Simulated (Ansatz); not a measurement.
Na:
```
CELL_PARAMETERS angstrom
      3.70001     0.00000     0.00000
     -1.85001     3.20431     0.00000
      0.00000     0.00000     6.13622
ATOMIC_POSITIONS crystal
  Na 0.33333 0.66667 0.25000
  Na 0.66667 0.33333 0.75000
```

Relaxed with PBEsol. Special points in fractions of this cell's reciprocal vectors: Γ (0.000, 0.000, 0.000); M (0.500, 0.000, 0.000); K (0.333, 0.333, 0.000); A (0.000, 0.000, 0.500); L (0.500, 0.000, 0.500); H (0.333, 0.333, 0.500).

**Question.** List the band energies nearest the Fermi level at these points for plane-wave PAW PBEsol (Ansatz code).

**Answer.** In eV from the Fermi level; about four levels below and three above (degenerate sets whole), none deeper than 8.9 eV; … stands for higher levels left out; points with the same levels are listed once.

| k | below | above |
|---|---|---|
| Γ | -3.31 | 0.48 0.90 10.21 10.21 |
| M | – | 0.27 0.42 3.85 |
| K | – | 1.34 1.58 1.58 |
| A | -2.29 -2.29 | 5.42 5.42 … |
| L | – | 1.08 1.08 1.59 1.59 |
| H | – | 2.12 2.12 2.27 2.27 |

Space group P6_3/mmc (hcp (Mg type)). The first step of the workflow began from a Materials Project structure, measured or hypothetical; the Crystallography Open Database files this formula in space group No. 194, but the cells were not matched. It is not the phase usual at ambient conditions (space group No. 229). Symmetry was held in the PBEsol relaxation; whether a distortion lowers the energy is not shown.

Potentials: the earlier of the program's two PAW sets. The files were generated under PBE; for other functionals the program regenerates the frozen cores, and for LDA and PBEsol the local potential too.
